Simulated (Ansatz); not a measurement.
**Ir: from a starting cell to a relaxed one**

The start is a relaxed Ir cell displaced along its unstable phonon at q = (½, 0, 0) of its primitive reciprocal cell (42i cm⁻¹), largest move 0.15 Å. The structure is fully relaxed (lattice and positions, P = 0) with PBEsol (plane waves to 420 eV, PAW, scalar-relativistic; Ansatz, an electronic-structure program). The first steps use a coarse 7×13×13 k-mesh.

Initial structure:
```yaml
crystal:
  lattice:
    - [5.08107, 0.00000, 0.00000]
    - [0.00000, 2.54053, 0.00000]
    - [0.00000, 0.00000, 2.54053]
  atoms:
    - { symbol: Ir, position: [0.00000, 0.00000, 0.05904] }
    - { symbol: Ir, position: [0.50000, 0.00000, 0.94096] }
```

```json
{
  "largest_initial_force": "0.26 eV/Å, on Ir1, Ir2 (atoms numbered as listed)",
  "energy_released": "0.45 to 0.46 eV/atom (the two k-meshes of the run give this range)",
  "volume_change": "-6.3 %, from 16.40 to 15.36 Å³/atom",
  "relative_to_the_parent": "It does not go back: it reaches P6/mmm (No. 191), AFLOW prototype A_hP1_191_a (A_f, as in Sn), 0.47 eV/atom below the parent",
  "Shortest distances (start → end)": "The closest pairs of elements (up to four, under 3.6 Å), start → end: Ir–Ir 2.54 → 2.57 Å",
  "optimiser_moves": "15"
}
```

Final values are on a 20×20×18 k-mesh of the relaxed cell. No spin polarisation in the result.

The run could not lose the symmetry of its start, so the end can be a saddle point.

The relaxed structure here is a generated cell of Ir: the first start was made by placing the elements on the sites of a structure type, and the end was not matched to a known phase here, so it may be hypothetical. Known forms of Ir include space group No. 225.
